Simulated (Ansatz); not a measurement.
A relaxed structure of Cu₂O. Space group Pn-3m (No. 224), AFLOW prototype A2B_cP6_224_b_a (C3, as in Cu2O). All values below come from r2SCAN (plane waves to 500 eV, PAW, scalar-relativistic; Ansatz, a program for electronic structure).

```cif
data_Cu4O2
_chemical_formula_sum 'Cu4 O2'
_space_group_name_H-M_alt 'P 1'
_space_group_IT_number 1
_cell_length_a 4.24453
_cell_length_b 4.24453
_cell_length_c 4.24453
_cell_angle_alpha 90.000
_cell_angle_beta 90.000
_cell_angle_gamma 90.000
loop_
_space_group_symop_operation_xyz
  'x, y, z'
loop_
_atom_site_label
_atom_site_type_symbol
_atom_site_fract_x
_atom_site_fract_y
_atom_site_fract_z
_atom_site_occupancy
Cu1 Cu 0.75000 0.75000 0.75000 1
Cu2 Cu 0.75000 0.25000 0.25000 1
Cu3 Cu 0.25000 0.75000 0.25000 1
Cu4 Cu 0.25000 0.25000 0.75000 1
O1 O 0.00000 0.00000 0.00000 1
O2 O 0.50000 0.50000 0.50000 1
```

Q: What band gap does r2SCAN give?

A: 0.79 eV, direct at Γ (no spin-orbit coupling).

No spin polarisation in the result.

The run could not lose the symmetry of its start; a randomly shaken copy of 6 atoms returns to this structure.

All atoms sit on sites fixed by symmetry, so only the cell could relax.
